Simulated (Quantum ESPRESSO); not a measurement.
Band energies of Si at -0.7 % isotropic strain

```xyz
2
Lattice="0.0000 2.6971 2.6971 2.6971 0.0000 2.6971 2.6971 2.6971 0.0000" Properties=species:S:1:pos:R:3 pbc="T T T"
Si     4.0457     4.0457     4.0457
Si     2.6971     2.6971     2.6971
```

PBEsol (pw.x of Quantum ESPRESSO, ONCV potentials, scalar-relativistic); path ΓXWKΓLUWLK,UX; energies in eV from the valence-band maximum.

| k (1/Å) | point | band 1 | band 2 | band 3 | band 4 | band 5 | band 6 | band 7 |
|---|---|---|---|---|---|---|---|---|
| 0.00 | Γ | -12.13 | 0.00 | 0.00 | 0.00 | 2.52 | 2.52 | 2.52 |
| 0.21 |  | -11.98 | -0.79 | -0.52 | -0.52 | 2.18 | 3.22 | 3.22 |
| 0.53 |  | -11.22 | -3.11 | -1.77 | -1.77 | 1.17 | 3.39 | 5.38 |
| 0.85 |  | -9.83 | -5.58 | -2.63 | -2.63 | 0.50 | 1.50 | 7.88 |
| 1.16 | X | -7.90 | -7.90 | -2.93 | -2.93 | 0.55 | 0.55 | 10.21 |
| 1.51 |  | -7.79 | -7.79 | -3.69 | -3.69 | 2.33 | 2.33 | 7.21 |
| 1.75 | W | -7.72 | -7.72 | -4.00 | -4.00 | 4.18 | 4.18 | 5.01 |
| 1.88 |  | -8.05 | -7.44 | -4.25 | -3.52 | 2.91 | 4.21 | 5.70 |
| 2.16 | K | -8.31 | -7.30 | -4.46 | -2.49 | 1.07 | 4.06 | 7.50 |
| 2.26 |  | -8.65 | -6.97 | -4.58 | -2.26 | 1.34 | 5.34 | 6.74 |
| 2.57 |  | -10.04 | -5.54 | -3.88 | -1.36 | 2.38 | 4.78 | 5.11 |
| 2.88 |  | -11.28 | -3.50 | -2.30 | -0.50 | 3.06 | 3.41 | 3.69 |
| 3.19 |  | -11.99 | -1.06 | -0.55 | -0.06 | 2.66 | 2.77 | 2.86 |
| 3.39 | Γ | -12.13 | 0.00 | 0.00 | 0.00 | 2.52 | 2.52 | 2.52 |
| 3.50 |  | -12.10 | -0.36 | -0.06 | -0.06 | 2.59 | 2.60 | 2.60 |
| 3.80 |  | -11.60 | -3.06 | -0.60 | -0.60 | 2.21 | 3.34 | 3.34 |
| 4.10 |  | -10.59 | -5.69 | -1.06 | -1.06 | 1.71 | 3.43 | 3.43 |
| 4.40 | L | -9.73 | -7.11 | -1.22 | -1.22 | 1.53 | 3.27 | 3.27 |
| 4.71 |  | -9.43 | -6.97 | -2.93 | -1.68 | 2.07 | 3.96 | 4.35 |
| 5.01 |  | -8.58 | -7.07 | -4.46 | -2.35 | 1.24 | 4.82 | 6.77 |
| 5.12 | U | -8.31 | -7.30 | -4.46 | -2.49 | 1.07 | 4.06 | 7.50 |
| 5.32 |  | -8.16 | -7.37 | -4.34 | -3.20 | 2.22 | 4.15 | 6.17 |
| 5.53 | W | -7.72 | -7.72 | -4.00 | -4.00 | 4.18 | 4.18 | 5.01 |
| 5.62 |  | -8.09 | -7.37 | -4.22 | -3.67 | 3.84 | 4.21 | 5.01 |
| 5.89 |  | -9.06 | -6.88 | -3.79 | -2.44 | 3.08 | 3.19 | 6.46 |
| 6.17 |  | -9.62 | -7.05 | -2.03 | -1.44 | 2.18 | 3.11 | 3.77 |
| 6.35 | L | -9.73 | -7.11 | -1.22 | -1.22 | 1.53 | 3.27 | 3.27 |
| 6.44 |  | -9.71 | -7.10 | -1.46 | -1.27 | 1.74 | 3.23 | 3.37 |
| 6.71 |  | -9.32 | -6.93 | -3.30 | -1.81 | 1.93 | 4.40 | 4.69 |
| 6.98 |  | -8.54 | -7.10 | -4.48 | -2.37 | 1.22 | 4.72 | 6.88 |
| 7.07 | K | -8.31 | -7.30 | -4.46 | -2.49 | 1.07 | 4.06 | 7.50 |
| 7.07 | U | -8.31 | -7.30 | -4.46 | -2.49 | 1.07 | 4.06 | 7.50 |
| 7.17 |  | -8.08 | -7.56 | -4.13 | -2.68 | 0.84 | 2.83 | 8.31 |
| 7.48 | X | -7.90 | -7.90 | -2.93 | -2.93 | 0.55 | 0.55 | 10.21 |

The PBEsol gap is indirect, 0.43 eV, from Γ to 82 % of the way from Γ to X; the smallest direct gap is 2.52 eV.

Geometry strained from the cell relaxed with PBEsol, atoms relaxed again.
